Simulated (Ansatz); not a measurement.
A relaxed cell of Be4H7 is given with its symmetry left out. The cell was found from a structure generator's guess, not taken from experiment.

Theory: Ansatz 0.2.0, DFT PBE, scalar-relativistic, plane waves, PAW. Cutoff 420 eV, Γ-centred mesh, Gaussian smearing, no spin polarisation.

```yaml
crystal:
  lattice:
    - [2.16578, -7.40805, 0.00000]
    - [2.16578, 7.40805, 0.00000]
    - [0.00000, 0.00000, 4.66502]
  atoms:
    - { symbol: Be, position: [0.09029, 0.90971, 0.50000] }
    - { symbol: Be, position: [0.90971, 0.09029, 0.50000] }
    - { symbol: Be, position: [0.19165, 0.80835, 0.00000] }
    - { symbol: Be, position: [0.80835, 0.19165, 0.00000] }
    - { symbol: H, position: [0.00000, 0.00000, 0.50000] }
    - { symbol: H, position: [0.13303, 0.86697, 0.76153] }
    - { symbol: H, position: [0.13303, 0.86697, 0.23847] }
    - { symbol: H, position: [0.86697, 0.13303, 0.76153] }
    - { symbol: H, position: [0.86697, 0.13303, 0.23847] }
    - { symbol: H, position: [0.00000, 0.50000, 0.00000] }
    - { symbol: H, position: [0.50000, 0.00000, 0.00000] }
```

Formation energies are uncorrected and refer to the elements' standard structures at the same level (H₂ as a molecule).

Problem. Find its symmetry and describe it.

Solution. Cmmm (No. 65). Conventional cell: a = 4.332 Å, b = 14.816 Å, c = 4.665 Å. Be on its first site has 3 H at 1.34–1.37 Å; Be on its second site is surrounded by 4 H at 1.39–1.41 Å; H on a site of symmetry mmm has 2 Be at 1.34 Å; around H on a site of symmetry m lie 2 Be at 1.37–1.41 Å; 1 more site not described.

Problem. How far does it lie from the elements in energy?

Solution. +0.23 eV/atom. The separate elements lie lower, so it is unstable against them.

Problem. Is it a metal?

Solution. Yes, bands cross the Fermi level on the 10×10×8 mesh, though with few states there, as in a semimetal.

Problem. From what recipe could a structure generator have reached it?

Solution. One such recipe: 3-, 4-connected net, bridging atoms on its edges (Cmmm, No. 65). Other recipes can lead to the same cell.

The last run used a 10×10×8 mesh (in the run's order of axes) for its 11-atom cell and Gaussian smearing of 0.10 eV. The cell is a metal run without spin; a magnetic state may lie lower. With hydrogen, zero-point motion can shift formation energies by some tens of meV/atom. A structure relaxed within its symmetry needn't be a true minimum.
